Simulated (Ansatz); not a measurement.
Levels of theory for Ga₃Sb₂P (ordering on zincblende)

All numbers come from Ansatz. All values are calculated for a non-magnetic cell, which may be hypothetical.

The cell is Ga₃Sb₂P as one 6-atom ordering (P3m1) on the zincblende lattice; cell and atoms were relaxed with r2SCAN. Space group P3m1 (No. 156), trigonal; a = 4.187 Å, c = 10.245 Å in the conventional setting, 25.92 Å³ an atom. Around P lie 4 Ga at 2.36–2.51 Å; around Sb lie 4 Ga at 2.60–2.66 Å; around Sb lie 4 Ga at 2.60–2.64 Å; around Ga lie 3 P at 2.51 Å and 1 Sb at 2.66 Å; around Ga lie 4 Sb at 2.60–2.64 Å; around Ga lie 1 P at 2.36 Å and 3 Sb at 2.60 Å.

```
P Sb Ga
1.0
     4.18662    0.00000    0.00000
    -2.09331    3.62572    0.00000
     0.00000    0.00000   10.24492
P Sb Ga
1 2 3
Cartesian
  0.0000 0.0000 -0.0084
  0.0000 2.4171 3.3233
  2.0933 1.2086 6.9141
  0.0000 2.4171 0.6644
  2.0933 1.2086 4.2789
  0.0000 0.0000 7.8787
```

Band edges at fixed r2SCAN geometry:

| level | k mesh | gap (eV) | kind | edges | least direct gap (eV) |
| --- | --- | --- | --- | --- | --- |
| PBE | 12×12×4 | none (overlap 0.22) | – | – | – |
| PBE+SOC | 12×12×4 | 0.05 | indirect | Γ → A | 0.18 |
| r2SCAN | 12×12×4 | none (overlap 0.08) | – | – | – |

All runs use a smearing of 0.02 eV.
Wave cutoffs: 420 eV, 500 eV (r2SCAN).

r2SCAN gives no gap: the lowest nominally empty band dips 0.08 eV below the top of the last filled one (its bottom at Γ–A (0.50 of the way from Γ), the top at Γ), so the cell is a metal or semimetal at this level. With PBE+SOC the valence top lies at Γ and the conduction bottom at A, 0.05 eV higher; the smallest vertical gap, at Γ–M (0.17 of the way from Γ), is 0.18 eV. (With 0.02 eV of smearing so small a gap leaves both edges partly filled, and it could close between the points sampled.)

The levels disagree on the kind of gap: indirect with PBE+SOC; no gap with PBE, r2SCAN.

Only the levels marked +SOC include spin-orbit coupling.
